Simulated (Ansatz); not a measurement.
**Piezoelectric tensor of CdTe at 0.3 GPa (stress–strain coefficients)**

Theory: DFT LDA, scalar-relativistic, plane waves, PAW (Ansatz 0.2.0). Plane waves to 420 eV; Γ-centred k mesh 6×6×6; fixed occupations. No spin polarisation.

The cell is fixed (symmetry leaves no force on the atoms) and stands under 0.3 GPa:
```
CELL_PARAMETERS angstrom
0.00000 3.19780 3.19780
3.19780 0.00000 3.19780
3.19780 3.19780 0.00000
ATOMIC_POSITIONS crystal
Cd 0.00000 0.00000 0.00000
Te 0.25000 0.25000 0.25000
```

The cell is the ideal cubic zincblende prototype.

Problem. Give the relaxed-ion proper piezoelectric stress tensor e_iJ (C/m², Voigt columns xx yy zz yz xz xy).

Solution.
```
x   0.000 0.000 0.000 0.049 0.000 0.000
y   0.000 0.000 0.000 0.000 0.049 0.000
z   0.000 0.000 0.000 0.000 0.000 0.049
```
Signs follow the orientation of the cell as given.

Problem. With the elastic constants (GPa, Voigt order)
```
59.9 41.6 41.6  0.0  0.0  0.0
41.6 59.9 41.6  0.0  0.0  0.0
41.6 41.6 59.9  0.0  0.0  0.0
 0.0  0.0  0.0 21.4  0.0  0.0
 0.0  0.0  0.0  0.0 21.4  0.0
 0.0  0.0  0.0  0.0  0.0 21.4
```
find the strain coefficients d = e·C⁻¹ (pC/N).

Solution.
```
x   0.00 0.00 0.00 2.27 0.00 0.00
y   0.00 0.00 0.00 0.00 2.27 0.00
z   0.00 0.00 0.00 0.00 0.00 2.27
```

Cost: 1 run of about 2 core-minutes, on Intel Xeon Platinum 8259CL (Skylake/Cascade Lake) (shared hosts).